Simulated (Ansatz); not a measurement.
A geometry of Al2Cu away from equilibrium: step 2 of the relaxation of a relaxed Al2Cu cell, doubled along one cell vector, shaken by Gaussian noise of σ = 0.08 Å a coordinate. Computed with PBEsol (plane waves to 420 eV, PAW, scalar-relativistic; Ansatz, a first-principles code). Γ-centred k-mesh 6×9×9 on the run's cell (coarser than for final values), Fermi–Dirac smearing 0.05 eV.

```
Al2Cu
1.0
    5.58403    -0.00092    -0.02216
   -0.01615     1.96102     3.97686
   -0.01550    -1.99113     3.99181
Al Cu
4 2
Cartesian
 -0.02635  -0.08691   2.32822
  2.79914  -0.06334   2.39171
  1.36361  -0.05448   7.75483
  4.12654  -0.04478   7.82769
  0.08567   0.04693   4.84771
  2.80068  -0.02968   4.93653
```

Question: Which atoms carry the largest force, and which way does it point?

Answer: 0.83 eV/Å, on Cu5 (atoms numbered as listed); on Cu5 its components are (-0.06, -0.76, -0.34).

Question: What is the pressure?

Answer: +1.1 GPa, compression positive.

Question: How much energy per atom can still be gained by relaxing?

Answer: 0.12 eV/atom; the path ends in C2/m (No. 12) at a tolerance of 0.01 Å, Immm (No. 71) at 0.1 Å.

No spin polarisation in the result.

The end of the path is a generated cell of Al2Cu: the first start was made by a random draw of sites in a space group, and the end was not matched to a known phase here, so it may be hypothetical. Known forms of Al2Cu include space group No. 140.
